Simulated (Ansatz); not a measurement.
Input:

WC:
```xyz
2
Lattice="2.7157 0.0000 0.0000 0.0000 2.7157 0.0000 0.0000 0.0000 2.7157" Properties=species:S:1:pos:R:3 pbc="T T T"
W      0.0000     0.0000     0.0000
C      1.3578     1.3578     1.3578
```

This is the r²SCAN-relaxed structure.

**Question.** All from plane-wave PAW r²SCAN (Ansatz code), unless another level is named. Give the electronic character.

**Answer.** metallic (no gap).

**Question.** Predict the formation energy from the elements (no fitted shifts).

**Answer.** 0.79 eV/atom.

**Question.** And the density of states at the Fermi level?

**Answer.** 0.30 states/eV per atom (mean over ±0.08 eV).

**Question.** Predict the gap with spin–orbit coupling.

**Answer.** none (metallic).

Space group Pm-3m (CsCl type). The cell is a constructed one: a structure type filled with these elements; neither database checked (COD, Materials Project) lists it. It is not the phase usual at ambient conditions (space group No. 187). The r²SCAN relaxation kept the symmetry of its start; its stability against distortions is not shown here. No spin polarisation was allowed. The references are the lowest solids computed at this level, not always the standard phases. Spin–orbit coupling is left out wherever it is not named.

Potentials: the later of the program's two PAW sets.
